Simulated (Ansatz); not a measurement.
Nb2Si:
```
Nb2Si
1.0
    4.58166     0.00000     0.00000
   -2.29083     3.96783     0.00000
    0.00000     0.00000     5.39718
Si Nb
2 4
Direct
  0.33333   0.66667   0.25000
  0.66667   0.33333   0.75000
  0.00000   0.00000   0.00000
  0.00000   0.00000   0.50000
  0.33333   0.66667   0.75000
  0.66667   0.33333   0.25000
```

Relaxed with PBE. Special points in fractions of this cell's reciprocal vectors: Γ (0.000, 0.000, 0.000); M (0.500, 0.000, 0.000); K (0.333, 0.333, 0.000); A (0.000, 0.000, 0.500); L (0.500, 0.000, 0.500); H (0.333, 0.333, 0.500).

Question: List the band energies nearest the Fermi level at these points for DFT-PBE in the program Ansatz with PAW potentials.

Answer: In eV from the Fermi level; about four levels below and three above (degenerate sets whole), none deeper than 8.9 eV; points with the same levels are listed once.

```json
[
 {"k": "Γ", "below": "-2.95 -2.95 -2.05 -2.05", "above": "0.71 0.79 0.79"},
 {"k": "M", "below": "-1.66 -0.56 -0.48 -0.01", "above": "0.07 0.38 1.07"},
 {"k": "K", "below": "-0.57 -0.23 -0.20 -0.20", "above": "0.38 0.38 1.36 1.36"},
 {"k": "A", "below": "-1.93 -1.93 -1.93 -1.93", "above": "0.39 0.39 2.05 2.05 2.05 2.05"},
 {"k": "L", "below": "-1.58 -1.58 -0.30 -0.30", "above": "0.17 0.17 0.96 0.96"},
 {"k": "H", "below": "-0.87 -0.87 -0.03 -0.03", "above": "1.19 1.19 1.40 1.40"}
]
```

Space group P6_3/mmc. The cell is a constructed one: a structure type filled with these elements; neither database checked (COD, Materials Project) lists it. Its standing as an ambient phase is unchecked. Symmetry was held in the PBE relaxation; its stability against distortions is not shown here. The run is not spin-polarised. Scalar-relativistic: spin–orbit coupling is off unless named, which matters more the heavier the elements.

Potentials: the later of the program's two PAW sets.
